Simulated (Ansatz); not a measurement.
## Two inputs for CdSe with an Se vacancy

Cell: a supercell of CdSe (wurtzite type, P6_3mc) built from a structure deposited in the COD (the entry's cell lengths or inner coordinates differ somewhat from later room-temperature determinations), with all atoms left at the host's positions.

```
CELL_PARAMETERS angstrom
12.90000 0.00000 0.00000
-4.30000 7.44782 0.00000
0.00000 0.00000 14.04000
ATOMIC_POSITIONS crystal
Cd 0.11111 0.33333 0.00000
Cd 0.11111 0.33333 0.50000
Cd 0.11111 0.83333 0.00000
Cd 0.11111 0.83333 0.50000
Cd 0.44444 0.33333 0.00000
Cd 0.44444 0.33333 0.50000
Cd 0.44444 0.83333 0.00000
Cd 0.44444 0.83333 0.50000
Cd 0.77778 0.33333 0.00000
Cd 0.77778 0.33333 0.50000
Cd 0.77778 0.83333 0.00000
Cd 0.77778 0.83333 0.50000
Cd 0.22222 0.16667 0.25000
Cd 0.22222 0.16667 0.75000
Cd 0.22222 0.66667 0.25000
Cd 0.22222 0.66667 0.75000
Cd 0.55556 0.16667 0.25000
Cd 0.55556 0.16667 0.75000
Cd 0.55556 0.66667 0.25000
Cd 0.55556 0.66667 0.75000
Cd 0.88889 0.16667 0.25000
Cd 0.88889 0.16667 0.75000
Cd 0.88889 0.66667 0.25000
Cd 0.88889 0.66667 0.75000
Se 0.11111 0.33333 0.69250
Se 0.11111 0.83333 0.19250
Se 0.11111 0.83333 0.69250
Se 0.44444 0.33333 0.19250
Se 0.44444 0.33333 0.69250
Se 0.44444 0.83333 0.19250
Se 0.44444 0.83333 0.69250
Se 0.77778 0.33333 0.19250
Se 0.77778 0.33333 0.69250
Se 0.77778 0.83333 0.19250
Se 0.77778 0.83333 0.69250
Se 0.22222 0.16667 0.44250
Se 0.22222 0.16667 0.94250
Se 0.22222 0.66667 0.44250
Se 0.22222 0.66667 0.94250
Se 0.55556 0.16667 0.44250
Se 0.55556 0.16667 0.94250
Se 0.55556 0.66667 0.44250
Se 0.55556 0.66667 0.94250
Se 0.88889 0.16667 0.44250
Se 0.88889 0.16667 0.94250
Se 0.88889 0.66667 0.44250
Se 0.88889 0.66667 0.94250
```

Sites (sets of like atoms) are named by element and the number of their first atom in this list.

Reference run. Computed with Ansatz: DFT, PBE, plane waves and PAW, scalar-relativistic, 420 eV cutoff, Γ-centred 2×3×2 k-points, Fermi–Dirac smearing 0.01 eV, cell charge +2.

**Question.** The input is changed as follows: `scf.initial_density.chi_scale`: not typed → 0.3; `kpoints.mp_grid.grid`: [2, 3, 2] → [2, 2, 2]; `crystal.symmetry`: not typed → {detect: false}. What happens to V_zz (10²¹ V/m²) and η?

**Answer.** 

```tsv
site	atom	V_zz reference	η reference	V_zz changed	η changed
Cd10	10	2.36	0.62	2.49	0.50
Cd15	15	19.27	0.16	19.00	0.16
Cd21	21	19.78	0.17	19.56	0.19
Cd22	22	4.74	0.03	4.64	0.09
Se25	25	0.68	0.56	-0.59	0.06
Se27	27	-0.97	0.24	0.53	0.80
Se28	28	10.43	0.54	10.36	0.43
Se30	30	10.40	0.45	10.29	0.35
Se32	32	10.01	0.57	9.87	0.48
Se34	34	9.67	0.50	9.43	0.43
Se36	36	8.99	0.12	8.65	0.02
Se40	40	-0.60	0.86	0.83	0.13
Se41	41	-2.14	0.16	-1.85	0.56
Se42	42	-0.90	0.39	0.90	0.70
Se43	43	-2.11	0.13	-1.84	0.55
Se45	45	8.64	0.19	8.64	0.10
Se46	46	-0.83	0.18	0.80	0.68
Se47	47	-1.97	0.10	-1.71	0.58
```

The largest change of V_zz along a kept axis is on Se36, from 8.99 to 8.65. The whole tensor moves most on Se28, by 0.72 along its most changed direction. In per cent, |V_zz| changes by -2 to +5 on Cd, -14 to 0 on Se (all sites that start above 2). Where |V_zz| stays above 0.1 and the axes keep their order, η moves most on Se47, from 0.10 to 0.58. On Se27, Se42, Se46, Se25, Se40, Se35, Se33, Se29 (not all in the table) the largest principal value lies along another axis in the second run, so the two V_zz can't be compared directly. The table leaves out 29 of the 47 sites, with |V_zz| up to 21.17; their tensors move by 0.60 at most along any direction. The statements above cover all sites. SCF iterations: 12 and 15. In the changed run the k-mesh is coarser than the standard one, so its values aren't converged ones.

On the reference run: The run isn't spin-polarised, and a state with spin may lie lower. The defect repeats with the cell of 47 atoms, so it feels its images: sites between two images don't show the values beside a lone defect, and zeros or small values of η there can come from the images' arrangement. Cd and Se carry a gradient in the pure host already, so the values there aren't the defect's effect alone. A uniform background compensates the cell's charge. The defect cell has no gap above 0.1 eV on its mesh, so the values can hang on the smearing and the k-mesh. Without spin–orbit coupling (the program notes it for Cd) the gradients can shift somewhat, as the gap is small. The neighbours have not yet relaxed around the defect (largest force 0.88 eV/Å), so a real crystal will differ.
